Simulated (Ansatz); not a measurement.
ZrNi₂:
```
CELL_PARAMETERS angstrom
      0.00000     3.45673     3.45673
      3.45673     0.00000     3.45673
      3.45673     3.45673     0.00000
ATOMIC_POSITIONS crystal
  Zr 0.50000 0.50000 0.50000
  Zr 0.75000 0.75000 0.75000
  Ni 0.12500 0.12500 0.12500
  Ni 0.62500 0.12500 0.12500
  Ni 0.12500 0.12500 0.62500
  Ni 0.12500 0.62500 0.12500
```

Relaxed with r²SCAN. Special points in fractions of this cell's reciprocal vectors: Γ (0.000, 0.000, 0.000); X (0.500, 0.000, 0.500); U (0.625, 0.250, 0.625); K (0.375, 0.375, 0.750); L (0.500, 0.500, 0.500); W (0.500, 0.250, 0.750).

Q: List the band energies nearest the Fermi level at these points for r²SCAN with spin–orbit coupling (plane waves, PAW; program Ansatz).

A: In eV from the Fermi level; about four levels below and three above (degenerate sets whole), none deeper than 8.9 eV; points with the same levels are listed once.

| k | below | above |
|---|---|---|
| Γ | -0.22 -0.22 -0.22 -0.22 | 0.53 0.53 0.85 0.85 |
| X | -0.62 -0.62 -0.62 -0.62 | 0.69 0.69 0.69 0.69 |
| U | -0.63 -0.63 -0.22 -0.22 | 0.39 0.39 0.81 0.81 |
| L | -0.21 -0.21 -0.17 -0.17 | 0.35 0.35 0.56 0.56 |
| W | -0.47 -0.47 -0.46 -0.46 | 0.73 0.73 0.77 0.77 |

Space group Fd-3m (cubic Laves (MgCu2 type)). The workflow started from an entry of the Crystallography Open Database (COD). Whether it is the stable phase at ambient conditions was not checked. Symmetry was held in the r²SCAN relaxation; whether a distortion lowers the energy is not shown. The workflow began spin-polarised and lost its moments.

Potentials: the later of the program's two PAW sets.
